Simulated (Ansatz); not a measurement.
MoIr3:
```
MoIr3
1.0
    3.86392     0.00000     0.00000
    0.00000     3.86392     0.00000
    0.00000     0.00000     3.86392
Ir Mo
3 1
Direct
  0.00000   0.50000   0.50000
  0.50000   0.50000   0.00000
  0.50000   0.00000   0.50000
  0.00000   0.00000   0.00000
```

Relaxed with r²SCAN. Special points in fractions of this cell's reciprocal vectors: Γ (0.000, 0.000, 0.000); X (0.000, 0.500, 0.000); M (0.500, 0.500, 0.000); R (0.500, 0.500, 0.500).

### Question
List the band energies nearest the Fermi level at these points for DFT-r²SCAN in the program Ansatz with PAW potentials.

### Answer
In eV from the Fermi level; about four levels below and three above (degenerate sets whole), none deeper than 8.9 eV; points with the same levels are listed once.

```csv
k,below,above
Γ,-3.56 -3.56 -3.56 -0.91 -0.91,0.80 1.52 1.52 1.52
X,-0.67 -0.67 -0.35 -0.01,1.07 1.52 2.98
M,-1.37 -0.36 -0.06 -0.06,3.02 3.02 4.34
R,-0.72 -0.20 -0.20 -0.20,0.89 0.89 0.89
```

Space group Pm-3m (Cu3Au type). A made-up cell: these elements were put on the sites of a structure type; neither database checked (COD, Materials Project) lists it. COD files the formula under space group No. 194. Whether it is the stable phase at ambient conditions was not checked. Symmetry was held in the r²SCAN relaxation; whether a distortion lowers the energy is not shown. No spin polarisation was allowed. Scalar-relativistic: spin–orbit coupling is off unless named, which matters more the heavier the elements.

Potentials: the earlier of the program's two PAW sets.
